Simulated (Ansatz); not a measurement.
## Spin-resolved density of states of GdCd2 (P6/mmm)

The source of the geometry is a structure from the Materials Project; atoms and cell stay fixed.

Settings: PBEsol, 8×8×10 k mesh, Fermi–Dirac smearing of 0.03 eV. LAPW is all-electron LAPW in Ansatz 0.2.0. Site moments are integrated in spheres about the atoms.

The input and its command:

```yaml
crystal:
  lattice:
    - [4.9646396048, 0.0, 0.0]
    - [-2.4823198024, 4.2995040184, 0.0]
    - [0.0, 0.0, 3.4808024]
  atoms:
    - { symbol: Gd, position: [0.0, 0.0, 0.0], spin: 7.1 }
    - { symbol: Cd, position: [0.6666666667, 0.3333333333, 0.5] }
    - { symbol: Cd, position: [0.3333333333, 0.6666666667, 0.5] }
magnetization:
  spin_polarized: true
kpoints:
  mp_grid: { grid: [8, 8, 10] }
scf:
  occupations: { method: fermi_dirac, width: 0.03 }
hamiltonian:
  xc: pbesol
  pseudopotentials: { kind: all_electron, lapw: { basis_error: 0.001 } }
output:
  forces: true
  stress: true
  eigenvalues: false
  populations: true
  dos: { projected: true, de: 0.1, e_range: [-8, 5] }
```

Command: `ansatz run input.yaml --threads 2 --pin off --max-ram 6144MiB --backend cpu --events-out ev --progress --plain --runs-dir out`

Question: Give the density of states by spin, smoothed by a Gaussian of 0.15 eV.

Answer: 
```
E − E_F (eV)  majority (states/eV/cell)  minority (states/eV/cell)
       -7.00                       0.11                       0.07
       -6.70                       0.15                       0.12
       -6.40                       0.19                       0.16
       -6.10                       0.22                       0.20
       -5.80                       0.26                       0.23
       -5.50                       0.34                       0.27
       -5.20                       0.58                       0.35
       -4.90                       8.31                       0.40
       -4.60                      14.78                       0.40
       -4.30                       1.20                       0.47
       -4.00                       0.68                       0.62
       -3.70                       0.46                       0.59
       -3.40                       0.33                       0.38
       -3.10                       0.35                       0.32
       -2.80                       0.41                       0.35
       -2.50                       0.46                       0.39
       -2.20                       0.52                       0.44
       -1.90                       0.51                       0.49
       -1.60                       0.49                       0.44
       -1.30                       0.91                       0.44
       -1.00                       1.10                       0.84
       -0.70                       0.92                       1.25
       -0.40                       1.12                       0.99
       -0.10                       1.38                       1.18
        0.20                       1.19                       7.07
        0.50                       0.70                      14.63
        0.80                       0.51                       3.19
        1.10                       0.49                       1.20
        1.40                       0.81                       0.68
        1.70                       1.33                       0.51
        2.00                       1.19                       0.52
        2.30                       1.25                       1.01
        2.60                       1.34                       1.29
        2.90                       1.12                       1.10
        3.20                       1.00                       1.45
        3.50                       1.44                       1.40
        3.80                       1.25                       0.96
        4.10                       0.70                       0.95
        4.40                       1.15                       1.48
```
Site moments (μB): Gd1 7.11, Cd2 0.01, Cd3 0.01. Cell moment 7.40 μB.

Löwdin populations of d and f shells (filled inner shells left out):

```
 shell    up  down
Gd1 5d  1.57  1.08
Gd1 4f  7.00  0.15
```

Further occupied bands lie below the window, the nearest with its top at -7.8 eV.

Without U a semilocal functional puts the f levels too near the Fermi level, which can change moments and the order of magnetic states; site and cell moments are spin moments. Spin–orbit coupling is left out although heavy atoms are present. With open f shells a run can end in a state that isn't the lowest. None of this fixes the real material's magnetic order: only patterns that fit the cell were computed, without spin fluctuations and on one mesh and smearing, with a functional that can overstate moments.
